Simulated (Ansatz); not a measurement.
# MgSi: stationary points along a deformation path

These are results of Ansatz 0.2.0, DFT r2SCAN, scalar-relativistic, plane waves, PAW, not measurements. The runs took a 500 eV cutoff, a Γ-centred 18×18×14 mesh and Gaussian smearing (0.15 eV). No spin polarisation. Energies are free energies at this smearing, counted from the undisturbed cell; pressure is positive in compression.

The undisturbed cell (as given, not relaxed at this level; it stands at -1.3 GPa, and it needn't be the usual structure):

```
Mg Si
1.0
     2.90839    0.00000    0.00000
     0.00000    2.90839    0.00000
     0.00000    0.00000    4.10343
Mg Si
1 1
Direct
  0.00000 0.00000 0.00000
  0.50000 0.50000 0.50000
```

At fixed volume and fractional coordinates, lengths along (0.000, 0.000, 1.000) are scaled against those across it; ρ is that ratio over its starting value. V = 17.355 Å³/atom. Δσ is the stress along the axis less the mean stress across it (compression positive).

| ρ | ΔE (meV/atom) | Δσ (GPa) | space group |
| --- | --- | --- | --- |
| 0.800 | 56.7 | 6.43 | P4/mmm |
| 0.850 | 26.3 | 6.48 | P4/mmm |
| 0.920 | -2.4 | 3.15 | P4/mmm |
| 0.960 | -7.1 | -0.41 | P4/mmm |
| 1.000 | 0.0 | -3.91 | P4/mmm |
| 1.050 | 19.9 | -7.63 | P4/mmm |
| 1.100 | 48.0 | -8.64 | P4/mmm |
| 1.200 | 111.4 | -10.91 | P4/mmm |
| 1.300 | 191.2 | -16.41 | P4/mmm |

Problem. How does the stress give the slope of the energy, and where is the energy stationary?

Solution. Along the path d ln(length) is 2/3 d ln ρ on the axis and −1/3 d ln ρ across it, so dE/d ln ρ = −(2/3) V Δσ: the energy falls with ρ where Δσ is positive. Δσ vanishes or changes sign between ρ = 0.920 and 0.960, a minimum (near 0.96 by linear interpolation). Pairs of stationary points between two samples would go unseen, and could change a minimum read from distant neighbours into a maximum.

Problem. Integrate that slope from ρ = 1 to 1.200 by the trapezoid rule.

Solution. With V/N in Å³ and 1 eV/Å³ = 160.2 GPa the slopes at ρ = 1.000, 1.050, 1.100, 1.200 are 283, 551, 624, 788 meV/atom per unit of ln ρ. The steps add 20.3 + 27.3 + 61.4 = 109.1 meV/atom, against 111.4 from the energies; the trapezoid rule misses the curvature of the slope within each step.

Problem. Is the start the lowest point of the path?

Solution. No: ρ = 0.960 lies 7.1 meV/atom lower, with no sampled rise above the start on the way. Volume and inner coordinates are held, so a relaxed structure there would lie lower still.

In a metal these slopes depend on the k mesh and the smearing.